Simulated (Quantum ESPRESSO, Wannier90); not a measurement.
# TiC (rock salt), plane waves to Wannier functions

```xyz
2
Lattice="0.0000 2.1657 2.1657 2.1657 0.0000 2.1657 2.1657 2.1657 0.0000" Properties=species:S:1:pos:R:3 pbc="T T T"
Ti     0.0000     0.0000     0.0000
C      2.1657     2.1657     2.1657
```

Cell from Materials Project (mp-631), symmetrised, no further relaxation. COD (Crystallography Open Database) has an entry of this formula and space group (matched by these alone). Method: PBEsol plane waves in Quantum ESPRESSO 7.5 (PseudoDojo norm-conserving files, 68 Ry, no spin polarisation, no spin-orbit coupling), Bloch states on a 12×12×12 mesh through Γ, Wannier90 4.0.1. Density: 12×12×12 mesh, cold smearing 0.01 Ry.

A tight-binding model is made by disentanglement and projection with no localisation steps (num_iter = 0), so the 13 orbitals stay atom-like: hydrogen-like Ti: s;p;d; C: s;p, axes along x, y, z; frozen window up to 1.50 eV relative to the Fermi level. It follows pw.x to 1.3 meV rms for states up to 1.0 eV relative to the Fermi level. Matrix elements depend on this choice of orbitals and windows.

### Question
What are the on-site energies relative to the Fermi level, and how fast do the hoppings decay?

### Answer
| atom | orbitals | energy (eV) |
|---|---|---|
| Ti1 | s | 12.16 |
| Ti1 | pz px py | 16.22 |
| Ti1 | dz2 dx2-y2 | 2.14 |
| Ti1 | dxz dyz dxy | 1.78 |
| C2 | s | -4.73 |
| C2 | pz px py | 2.18 |

```json
[
 {"distance of the centres (Å)": "2–3", "largest modulus (eV)": "2.9"},
 {"distance of the centres (Å)": "3–4", "largest modulus (eV)": "0.91"},
 {"distance of the centres (Å)": "4–5", "largest modulus (eV)": "0.83"},
 {"distance of the centres (Å)": "5–6", "largest modulus (eV)": "0.092"},
 {"distance of the centres (Å)": "6–7", "largest modulus (eV)": "0.059"},
 {"distance of the centres (Å)": "7–8", "largest modulus (eV)": "0.0073"},
 {"distance of the centres (Å)": "8–9", "largest modulus (eV)": "0.0091"},
 {"distance of the centres (Å)": "9–10", "largest modulus (eV)": "0.0054"},
 {"distance of the centres (Å)": "10–11", "largest modulus (eV)": "0.0030"},
 {"distance of the centres (Å)": "11–12", "largest modulus (eV)": "0.0022"},
 {"distance of the centres (Å)": "12–13", "largest modulus (eV)": "0.0015"}
]
```
